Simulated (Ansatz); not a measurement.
HBr:
Space group Cmc2₁ (No. 36); a = 6.269 Å, b = 5.289 Å, c = 5.440 Å, α = β = γ = 90.00°

```json
[
 {"atom": "H", "site": "4a", "symmetry": "m..", "x": "0.0000", "y": "0.0608", "z": "0.1833"},
 {"atom": "Br", "site": "4a", "symmetry": "m..", "x": "0.0000", "y": "0.7451", "z": "0.4957"}
]
```
(The calculation used a cell of 4 atoms; values per cell refer to that cell.)

Relaxed with r²SCAN+D4. DFT-r²SCAN+D4 in the program Ansatz with PAW potentials gives a gap of 5.27 eV.

**Question.** What gap does HSE06 give on the same cell (Ansatz, PAW)?

**Answer.** 5.96 eV, 0.69 eV more. The hybrid was solved on a coarser mesh and at special points; its gap is the smallest among all of these.

```tsv
k	v1 r²SCAN+D4	c1 r²SCAN+D4	v1 HSE06	c1 HSE06
Γ	0.00	5.27	0.00	5.96
Y	-0.58	5.49	-0.61	6.35
T	-1.21	7.01	-1.22	7.96
Z	-0.24	7.41	[?]	[?]
S	-0.46	7.12	-0.47	8.10
R	-0.31	6.13	[?]	[?]
Δ0	-0.55	5.71	[?]	[?]
B0	-1.11	6.83	[?]	[?]
```

**Question.** Top valence (v1) and lowest conduction level (c1) in eV from each method's valence maximum (which need not be a listed point): supply the withheld HSE06 values.

**Answer.** 
- Z, v1 HSE06: -0.25
- Z, c1 HSE06: 8.29
- R, v1 HSE06: -0.30
- R, c1 HSE06: 6.96
- Δ0, v1 HSE06: -0.58
- Δ0, c1 HSE06: 6.59
- B0, v1 HSE06: -1.11
- B0, c1 HSE06: 7.75

Cost on shared cores: the r²SCAN+D4 run (SCF on a 7×7×5 mesh, then bands and DOS) about 90 core-seconds (a rough figure), the HSE06 run (SCF on 5×5×4, then a few points) roughly 2.7 core-minutes; the tasks are unlike.

Space group Cmc2_1. The workflow started from an entry of the Crystallography Open Database (COD), which files this formula under 3 space groups. Symmetry was held in the r²SCAN+D4 relaxation; of distortions, only those at the zone centre were tested. The substance is a gas or liquid at ambient conditions. Scalar-relativistic: spin–orbit coupling is off unless named, which matters more the heavier the elements.

Potentials: the later of the program's two PAW sets.
